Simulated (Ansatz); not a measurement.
Consider the following.

BP (zinc blende)

```
BP
1.0
    0.00000     2.26828     2.26828
    2.26828     0.00000     2.26828
    2.26828     2.26828     0.00000
P B
1 1
Direct
  0.75000   0.75000   0.75000
  0.00000   0.00000   0.00000
```

Scan: atom 1 (P, nearest neighbour B at 1.964 Å; its periodic images, 3.2 Å or more away, move with it) is displaced along Cartesian x, direction (1.000, 0.000, 0.000) in Cartesian axes, by s. The other atoms stay.

All values below come from r2SCAN (plane waves to 500 eV, PAW, scalar-relativistic; Ansatz, a quantum-chemistry and plane-wave program). k mesh 10×10×10 (Γ-centred), Fermi-Dirac smearing 0.05 eV. The energy includes the smearing's −TS. As the smearing reaches across the gap at some points, energies and forces of such displacements shift with the k mesh and the smearing. BP was relaxed with its symmetry unable to fall. ΔE is measured from the undisplaced structure.

The scan covers s from -0.390 to 0.390 Å in 11 points.

**Question.** Is the energy the same for equal positive and negative displacements?

**Answer.** Even: the same for both signs. With its periodic images moving along, the atom's site symmetry in this cell is -43m.

**Question.** What is the force constant k = d²E/ds² of this move at s = 0?

**Answer.** 19.8 eV/Å².

**Question.** With two atoms in the cell this is the zone-centre optical mode. What wavenumber follows?

**Answer.** 819 cm⁻¹.

(For displaced atoms, the force is minus the slope of the energy, and its curvature is a force constant, which sets phonon frequencies.)
